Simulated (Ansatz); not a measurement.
Start of a relaxation, Si put at a bridge Ta-Ta site (Ta, Im-3m (No. 229), (1 0 0) face):

```xyz
6
Lattice="3.2805 0.0000 0.0000 0.0000 3.2805 0.0000 0.0000 0.0000 25.5610" Properties=species:S:1:pos:R:3 pbc="T T T"
Ta    1.6403    1.6403    8.5000
Ta    0.0000    0.0000   10.1403
Ta    1.6403    1.6403   11.7872
Ta    0.0000    0.0000   13.4537
Ta    1.6403    1.6403   14.8640
Si    0.0000    1.6403   17.1640
```

Method: DFT PBEsol, scalar-relativistic, plane waves, PAW in Ansatz. Plane waves to 420 eV, a k mesh through Γ of 9×9×1 on the computed 6-atom cell and Gaussian smearing (0.10 eV); no spin polarisation. The cell repeats along c with a dipole correction in the vacuum.

Atoms 1, 2 (counted from 1) are held. The cell is fixed. Force threshold 0.03 eV/Å.

| step | E − E_final (eV) | largest force (eV/Å) |
| --- | --- | --- |
| 1 | 0.258 | 1.817 |
| 2 | 0.036 | 0.490 |
| 3 | 0.004 | 0.149 |
| 4 | 0.000 | 0.052 |
| 5 | 0.000 | 0.012 |

**Question.** What is the final structure?

**Answer.**
```yaml
crystal:
  lattice:
    - [3.28052, 0.00000, 0.00000]
    - [0.00000, 3.28052, 0.00000]
    - [0.00000, 0.00000, 25.56104]
  atoms:
    - { symbol: Ta, position: [0.50000, 0.50000, 0.33254] }
    - { symbol: Ta, position: [0.00000, 0.00000, 0.39671] }
    - { symbol: Ta, position: [0.50000, 0.50000, 0.46072] }
    - { symbol: Ta, position: [0.00000, 0.00000, 0.52573] }
    - { symbol: Ta, position: [0.50000, 0.50000, 0.58563] }
    - { symbol: Si, position: [0.00000, 0.50000, 0.66186] }
```

The end is the local minimum or symmetric point that this start leads to. The slab is only 6.6 Å thick, so the energy isn't converged with thickness.

Spin–orbit coupling is left out, which can shift energies with elements as heavy as these.

Cost: 1 run of about 2.2 core-minutes, on Arm Neoverse V2 (shared hosts).